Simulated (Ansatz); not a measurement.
V2SiN in space group P6_3/mmc (No. 194; V on 4f, Si on 2d, N on 2a), PBE in the plane-wave PAW code Ansatz, all energies at zero smearing, with the estimated change up to a 700 eV cutoff added, with one set of potentials and settings (totals compare only within such a set). Cell of 8 atoms (4 V, 2 Si, 2 N): -13695.498 eV.

| element | reference phase | E (eV/atom) |
|---|---|---|
| V | Im-3m, 1 atoms in the cell | -2912.4171 |
| Si | Fd-3m, 2 atoms in the cell | -635.8114 |
| N | Pa-3, 8 atoms in the cell | -384.0342 |

Formation energy per atom, worked out: (-13695.498 − 4×(-2912.4171) − 2×(-635.8114) − 2×(-384.0342))/8 = -0.767 eV/atom (-74 kJ per mol of atoms), at 0 K, without zero-point energy or fitted corrections.

The start of the workflow was typed in or built on a structure type; neither database checked (COD, Materials Project) lists it. Whether it is the stable phase at ambient conditions was not checked. The cell was relaxed with PBE under the symmetry of its start; its stability against distortions is not shown here. The workflow began spin-polarised and lost its moments. The references are the lowest solids computed at this level, not always the standard phases (solids in place of the gases).

Potentials: the earlier of the program's two PAW sets.
